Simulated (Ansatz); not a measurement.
# In2Au3, first-principles data

In2Au3:
```cif
data_Au3In2
_chemical_formula_sum 'In2 Au3'
_space_group_name_H-M_alt 'P-3m1'
_space_group_IT_number 164
_space_group_name_Hall '-P 3 2"'
_cell_length_a 4.63317
_cell_length_b 4.63317
_cell_length_c 5.70348
_cell_angle_alpha 90.000
_cell_angle_beta 90.000
_cell_angle_gamma 120.000
loop_
_atom_site_label
_atom_site_type_symbol
_atom_site_symmetry_multiplicity
_atom_site_Wyckoff_symbol
_atom_site_fract_x
_atom_site_fract_y
_atom_site_fract_z
_atom_site_occupancy
In1 In 2 d 0.66667 0.33333 0.32192 1
Au1 Au 2 d 0.33333 0.66667 0.19212 1
Au2 Au 1 a 0.00000 0.00000 0.00000 1
```

Space group P-3m1 (No. 164), La2O3 or Ni2Al3 type; conventional cell a = b = 4.6332 Å, c = 5.7035 Å, α = β = 90.00°, γ = 120.00°.

Method: plane-wave PAW r²SCAN (Ansatz code). Geometry: relaxed at this level of theory. Other levels are named where they apply.

**Cell and energy**

Volume per atom: 21.21 Å³
Density: 12.85 g/cm³
Formation energy from the elements (no fitted shifts): -0.22 eV/atom

**Electronic structure**

- Electronic character: metallic (no gap)
- Density of states at the Fermi level: 0.24 states/eV per atom (mean over ±0.08 eV)

The workflow started from a Materials Project entry (that database holds measured and hypothetical structures alike); the Crystallography Open Database copy checked does not list it. Its standing as an ambient phase is unchecked. Symmetry was held in the r²SCAN relaxation; its stability against distortions is not shown here. Axis ratios of metals converge slowly with the k-mesh, so a and c are less sure than the volume. The references are the lowest solids computed at this level, not always the standard phases. Scalar-relativistic: spin–orbit coupling is off unless named, which matters more the heavier the elements.

Potentials: the later of the program's two PAW sets.
